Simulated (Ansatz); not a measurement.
**Ir: pressure against volume, fitted**

```xyz
1
Lattice="0.0000 1.9197 1.9197 1.9197 0.0000 1.9197 1.9197 1.9197 0.0000" Properties=species:S:1:pos:R:3 pbc="T T T"
Ir    0.0000    0.0000    0.0000
```

Conventional cell: a = 3.839 Å, b = 3.839 Å, c = 3.839 Å, α = 90.00°, β = 90.00°, γ = 90.00°. Around Ir (atom 1) lie 12 Ir at 2.71 Å.

The geometry is COD entry 9008470, unchecked; take it as a test cell.

Spin–orbit coupling is left out, though it moves levels of the heavy atoms by tenths of an eV or more.

The calculation used Ansatz 0.2.0, DFT, PBEsol, all-electron LAPW, scalar-relativistic.

Sampling and basis: a Γ-centred 15×15×15 k mesh, Fermi–Dirac smearing of 0.05 eV, basis error target 0.5 meV/atom, no spin polarisation.

The cell is scaled evenly. Fractional coordinates are held (clamped ions).

```csv
V (Å³/atom),P (GPa)
13.300,24.13
13.583,14.04
13.866,5.10
14.008,1.02
14.149,-2.83
14.291,-6.44
14.432,-9.84
14.715,-16.04
14.998,-21.53
```

(1) Fit a third-order Birch–Murnaghan curve to the pressures.

(2) Predict the pressure at the withheld volume, 13.307 Å³/atom.

## Answers

(1) P = (3B0/2)(y^(7/2) − y^(5/2))[1 + (3/4)(B0′ − 4)(y − 1)] with y = (V0/V)^(2/3) fits within 0.01 GPa for V0 = 14.044 Å³/atom, B0 = 386.6 GPa and B0′ = 5.03.

(2) There y = 1.0366, so the fit gives 23.87 GPa; the run gave 23.86 GPa.
